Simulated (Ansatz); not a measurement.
Polymorphs of AlAg, each relaxed with the program Ansatz at the PBEsol level (PAW):

A: rock salt (Fm-3m)
a = b = c = 5.320 Å, α = β = γ = 90.00°

| atom | site | symmetry | x | y | z |
|---|---|---|---|---|---|
| Ag | 4a | m-3m | 0.0000 | 0.0000 | 0.0000 |
| Al | 4b | m-3m | 0.5000 | 0.5000 | 0.5000 |

B: Cmcm
a = 2.818 Å, b = 10.462 Å, c = 4.487 Å, α = 90.00°, β = 90.00°, γ = 90.00°

```json
[
 {"atom": "Ag", "site": "4c", "symmetry": "m2m", "x": "0.0000", "y": "0.3375", "z": "0.2500"},
 {"atom": "Al", "site": "4c", "symmetry": "m2m", "x": "0.0000", "y": "0.0773", "z": "0.2500"}
]
```

Problem. Order them by energy per atom at 0 K (lowest first) at the level PBEsol.

Solution. B (+0 meV/atom), A (+239 meV/atom)

Typed or built starts, not in the databases checked: A; B. Unstable at this level: A. All cells were relaxed under the symmetry of their starts (and spin orders); stability against distortions was not tested throughout. Named crystals with no word on spin ran without spin polarisation. Spin–orbit coupling is left out wherever it is not named.

Energies hold the estimated change up to a 700 eV cutoff; steps of a few meV lie near the error of the meshes.

Potentials: the earlier of the program's two PAW sets. The files were generated under PBE; for other functionals the program regenerates the frozen cores, and for LDA and PBEsol the local potential too.
